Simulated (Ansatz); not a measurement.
CdS (started from an entry of an open crystallographic database), relaxed with r2SCAN: 13 runs in Ansatz 0.2.0, each a construction of maximally localised Wannier functions. The symmetry is F-43m (No. 216, cubic); conventional cell a = 5.878 Å, 25.39 Å³ an atom. Cd is surrounded by 4 S at 2.55 Å; S is surrounded by 4 Cd at 2.55 Å. Spin-unpolarised throughout; all numbers are computed.

```
CELL_PARAMETERS angstrom
0.00000 2.93921 2.93921
2.93921 0.00000 2.93921
2.93921 2.93921 0.00000
ATOMIC_POSITIONS crystal
Cd 0.00000 0.00000 0.00000
S 0.25000 0.25000 0.25000
```

Windows count from the top of the filled bands; a dash means that no such window was set (without an outer window there is no disentanglement). Rows marked drawn have settings drawn at random (some not listed).

```tsv
functional	SCF mesh	trial orbitals	functions	mesh	window (eV)	frozen (eV)	settings	Ω total (Å²)	Ω invariant (Å²)	largest spread (Å²)	least projectability	interpolation miss of the model's filled bands (eV, to the nearest computed level)
PBE	6×6×6	S s, S p	4	6×6×6	–	–	chosen	8.11	7.77	2.03	0.77	0.103
PBE	6×6×6	S s, S p	4	4×4×4	–	–	chosen	7.36	6.96	1.84	0.78	0.257
PBE	6×6×6	S s, S p	4	8×8×8	–	–	chosen	8.41	8.11	2.10	0.77	0.051
PBE	6×6×6	S p	3	6×6×6	–	–	chosen	8.02	7.83	2.67	0.76	0.102
PBE	6×6×6	Cd d, S p	8	6×6×6	–	–	chosen	9.77	9.38	2.14	0.80	0.103
PBE	6×6×6	Cd d	5	6×6×6	–	–	chosen	4.79	4.73	1.15	0.84	0.006
r2SCAN	6×6×6	S s, S p	4	6×6×6	–	–	chosen	7.90	7.55	1.97	0.79	0.076
r2SCAN	6×6×6	Cd d	5	6×6×6	–	–	chosen	4.72	4.67	1.14	0.84	0.005
r2SCAN	6×6×6	Cd d, S p	8	6×6×6	–	–	chosen	9.54	9.18	2.08	0.82	0.076
HSE06	6×6×6	S s, S p	4	6×6×6	–	–	chosen	7.62	7.28	1.91	0.80	–
HSE06	6×6×6	S p	3	6×6×6	–	–	chosen	7.46	7.31	2.49	0.81	–
PBE	6×6×6	S p	3	4×4×4	–	–	drawn	7.24	7.05	2.41	0.75	0.252
PBE	6×6×6	Cd d	5	5×5×5	–	–	drawn	4.69	4.64	1.12	0.84	0.022
```

For S s, S p with PBE the spread goes 7.36 Å² (4×4×4), 8.11 Å² (6×6×6), 8.41 Å² (8×8×8): finite differences on a coarse mesh understate it.

The runs are scalar-relativistic, without spin-orbit coupling.
